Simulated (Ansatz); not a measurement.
# What DFT gives for CaWO4

```xyz
12
Lattice="6.2151 -0.4184 1.2535 -0.5846 4.7497 0.0506 -0.9863 1.2448 5.9029" Properties=species:S:1:pos:R:3 pbc="T T T"
Ca    2.7895    2.4000    3.9357
Ca    5.3628    0.3025    4.1119
W     0.5249    4.7448    5.3557
W     4.1312    3.3891    1.1521
O     2.7490    0.7082    0.7949
O     1.2240    4.1236    2.8016
O     5.7314    1.6573    1.9442
O     0.2586    2.8703    3.7467
O     4.1352    2.5185    6.1488
O    -0.6148    1.8960    5.3439
O    -0.0536    3.9713    1.3267
O     3.3589    0.3324    2.4893
```

Single point in Ansatz 0.2.0 with PBE, no spin polarisation. Cutoff 420 eV, PAW datasets, 3×4×3 (shifted by 0, 0, 0.5 steps) k mesh, fermi-dirac filling (width 0.1 eV).

Q: Where is the largest force?

A: The largest is on O10: 4.99 eV/Å, components (1.06, -4.82, -0.73). It makes 133° with the line to a nearest neighbour, O9 at 1.85 Å.

Q: What happens at the Fermi level?

A: It is a metal on this mesh, though the bands barely overlap, with about 8.5 states/eV a cell as the mean within 0.25 eV of the Fermi level, mostly O p (46 %) and W d (45 %).

Q: Is the cell too large or too small?

A: The pressure is -16.3 GPa (compression positive), so with the atoms held at these fractions the cell would first shrink; the forces are large, so a full relaxation may end otherwise. The principal stresses -28.9, -15.7, -4.3 GPa differ, so its shape would change too.

Q: Is it stable against the elements?

A: 0.52 eV an atom against the elements' usual phases (free molecules for gases, crystals otherwise, with no correction for O₂ or N₂), so at this geometry it isn't bound against them. Relaxing would lower it.

Q: Describe some of the short contacts.

A: O–O at 1.84 Å: least valence density 0.68 e/Å³ and ELF 0.28 there. W–O at 2.48 Å: least valence density 0.31 e/Å³ and ELF 0.18 there. Ca–O at 2.58 Å: least valence density 0.15 e/Å³ and ELF 0.06 there. Both are smooth PAW fields, read partly inside the augmentation spheres.

Origin: a disordered cell, so it need not be a known compound. Caveats: many states at the Fermi level without spin polarisation, so a magnetic state may lie lower; the k mesh is coarse if the cell is a metal; atoms or cell far from equilibrium.
